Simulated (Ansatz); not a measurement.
Space group P6/mmm (No. 191). a = 5.402 Å, b = 5.402 Å, c = 4.349 Å, α = 90.00°, β = 90.00°, γ = 120.00°
```tsv
atom	site	symmetry	x	y	z
Sr	1a	6/mmm	0.0000	0.0000	0.0000
Pt	3g	mmm	0.5000	0.0000	0.5000
Pt	2c	-6m2	0.3333	0.6667	0.0000
```

Equation of state of this SrPt$_{5}$ structure (not necessarily the ground state), with shape and atoms relaxed at each volume where symmetry leaves them free. It has no gap at any of these volumes. Method: Ansatz, DFT PBEsol, scalar-relativistic, plane waves, PAW.

Plane waves to 420 eV, a k mesh through Γ of 12×12×8 on the computed 6-atom cell and Gaussian smearing (0.10 eV); no spin polarisation.

| V (Å³/atom) | E − E(largest V) (meV/atom) | P (GPa) |
| --- | --- | --- |
| 17.218 | 8.41 | 13.06 |
| 17.767 | -23.57 | 5.90 |
| 18.317 | -33.17 | -0.02 |
| 18.866 | -24.24 | -4.93 |
| 19.416 | 0.00 | -8.98 |

Q: Fit a third-order Birch–Murnaghan equation to E(V).

A: V0 = 18.31 Å³/atom, B0 = 180 GPa, B0' = 5.3.

Spin-orbit coupling is left out, which matters for the bands of heavy elements.